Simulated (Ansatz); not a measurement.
Rb (bcc, W type)

```yaml
crystal:
  lattice:
    - [-5.67101, 5.67101, 5.67101]
    - [2.83551, -2.83551, 2.83551]
    - [2.83551, 2.83551, -2.83551]
  atoms:
    - { symbol: Rb, position: [0.00000, 0.00000, 0.00000] }
    - { symbol: Rb, position: [0.50000, 0.00000, 0.00000] }
```

The atoms are displaced by Q × the pattern below (from a DFPT mode at N = (0.5, 0.0, 0.0), largest move 1; Q in Å), at fixed cell. (q is in reciprocal vectors of the primitive cell; the cell shown is doubled to hold the pattern.)

| atom | x | y | z |
|---|---|---|---|
| Rb1 | 0.000 | -0.707 | -0.707 |
| Rb2 | 0.000 | 0.707 | 0.707 |

The numbers are results of PBE (plane waves to 420 eV, PAW, scalar-relativistic; Ansatz, an electronic-structure program), not measurements. k mesh 6×12×12 (Γ-centred), Fermi-Dirac smearing 0.05 eV. Energies are smeared free energies. With partly filled bands, energies and forces of such displacements shift with the k mesh and the smearing. Rb was relaxed with its symmetry unable to fall. The zero of ΔE is the undisplaced structure. The last digit holds for this mesh only.

```csv
Q (Å),ΔE (meV/cell)
-0.180,23.15
-0.150,withheld
-0.120,10.22
-0.090,5.73
-0.060,2.54
-0.030,0.64
0.000,0.00
0.030,0.64
0.060,2.54
0.090,5.73
0.120,10.22
0.150,withheld
0.180,23.15
```

Question: Fit an even polynomial form (powers 2, 4) to the given rows and predict ΔE at Q = -0.150.

Answer: Least squares on the 11 given rows: ΔE = (705.5)·Q² + (278.1)·Q⁴, in meV/cell with Q in Å; root-mean-square residual 0.003 meV/cell. At -0.150 the fit gives 16.01 meV/cell; the calculation gives 16.02 meV/cell, so the interpolation is off by -0.01 (-0.1 %). The quadratic term alone would give 15.87 meV/cell.

(For displaced atoms, the force is minus the slope of the energy, and its curvature is a force constant, which sets phonon frequencies.)
